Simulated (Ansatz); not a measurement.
Fe:
```cif
data_Fe
_chemical_formula_sum 'Fe1'
_space_group_name_H-M_alt 'P 1'
_space_group_IT_number 1
_cell_length_a 2.48234
_cell_length_b 2.48234
_cell_length_c 2.48234
_cell_angle_alpha 109.471
_cell_angle_beta 109.471
_cell_angle_gamma 109.471
loop_
_space_group_symop_operation_xyz
  'x, y, z'
loop_
_atom_site_label
_atom_site_type_symbol
_atom_site_fract_x
_atom_site_fract_y
_atom_site_fract_z
_atom_site_occupancy
Fe1 Fe 0.00000 0.00000 0.00000 1
```
Starting moments (μB, in the order of the atoms Fe): 2.8.

Relaxed with r²SCAN.

### Question
Which orbitals make up the states near the Fermi level in the program Ansatz at the r²SCAN level (PAW)?

### Answer
Within 0.5 eV of the Fermi level: Fe 3d 85 %, Fe 4s 9 %, outside the projected shells 6 %. Projections are on Löwdin-orthogonalised atomic valence shells; empty p or d shells of many metals are not among them.

### Question
Tabulate the density of states.

### Answer
States/eV per cell of 1 atom, in 0.25 eV bins, energy from the Fermi level.

| E (eV) | total | Fe 3d | Fe 4s |
|---|---|---|---|
| -7.85 | 0.07 | 0.00 | 0.07 |
| -7.60 | 0.08 | 0.00 | 0.08 |
| -7.35 | 0.09 | 0.00 | 0.09 |
| -7.10 | 0.10 | 0.00 | 0.09 |
| -6.85 | 0.11 | 0.01 | 0.10 |
| -6.60 | 0.13 | 0.01 | 0.11 |
| -6.35 | 0.14 | 0.01 | 0.12 |
| -6.10 | 0.16 | 0.02 | 0.14 |
| -5.85 | 0.19 | 0.03 | 0.15 |
| -5.60 | 0.23 | 0.06 | 0.17 |
| -5.35 | 0.48 | 0.27 | 0.21 |
| -5.10 | 0.75 | 0.53 | 0.21 |
| -4.85 | 0.95 | 0.74 | 0.20 |
| -4.60 | 1.19 | 0.98 | 0.19 |
| -4.35 | 0.79 | 0.66 | 0.12 |
| -4.10 | 1.02 | 0.90 | 0.10 |
| -3.85 | 1.78 | 1.64 | 0.11 |
| -3.60 | 1.27 | 1.11 | 0.13 |
| -3.35 | 1.52 | 1.33 | 0.16 |
| -3.10 | 1.76 | 1.55 | 0.17 |
| -2.85 | 0.88 | 0.72 | 0.12 |
| -2.60 | 0.96 | 0.82 | 0.10 |
| -2.35 | 1.17 | 1.06 | 0.07 |
| -2.10 | 1.95 | 1.87 | 0.04 |
| -1.85 | 2.77 | 2.71 | 0.02 |
| -1.60 | 2.35 | 2.25 | 0.03 |
| -1.35 | 1.88 | 1.71 | 0.04 |
| -1.10 | 1.95 | 1.76 | 0.06 |
| -0.85 | 1.95 | 1.74 | 0.07 |
| -0.60 | 1.47 | 1.22 | 0.10 |
| -0.35 | 0.99 | 0.83 | 0.07 |
| -0.10 | 0.78 | 0.69 | 0.06 |
| 0.15 | 0.69 | 0.61 | 0.06 |
| 0.40 | 0.38 | 0.30 | 0.06 |
| 0.65 | 0.30 | 0.21 | 0.06 |
| 0.90 | 0.34 | 0.24 | 0.06 |
| 1.15 | 0.41 | 0.31 | 0.06 |
| 1.40 | 0.60 | 0.49 | 0.06 |
| 1.65 | 0.77 | 0.66 | 0.06 |
| 1.90 | 0.91 | 0.80 | 0.06 |
| 2.15 | 1.18 | 1.07 | 0.06 |
| 2.40 | 1.33 | 1.22 | 0.05 |
| 2.65 | 1.42 | 1.31 | 0.05 |
| 2.90 | 2.63 | 2.50 | 0.06 |
| 3.15 | 0.95 | 0.82 | 0.07 |
| 3.40 | 0.48 | 0.34 | 0.08 |
| 3.65 | 0.37 | 0.22 | 0.08 |
| 3.90 | 0.33 | 0.18 | 0.08 |
| 4.15 | 0.30 | 0.15 | 0.07 |
| 4.40 | 0.28 | 0.12 | 0.07 |
| 4.65 | 0.26 | 0.10 | 0.07 |

Space group Im-3m (bcc (W type)). The r²SCAN relaxation kept the symmetry of its start. Spin order of the final state: ferromagnetic, chosen from 2 collinear starts compared on coarse meshes (ties went to the first, and starts can fall back to one state), not a proven ground state. Textbook magnetic order: ferromagnetic. Other orbital occupations within this spin state were not tried. For itinerant 3d metals, meta-GGAs of the SCAN family and hybrids are commonly reported to give too large moments.

Potentials: the later of the program's two PAW sets.
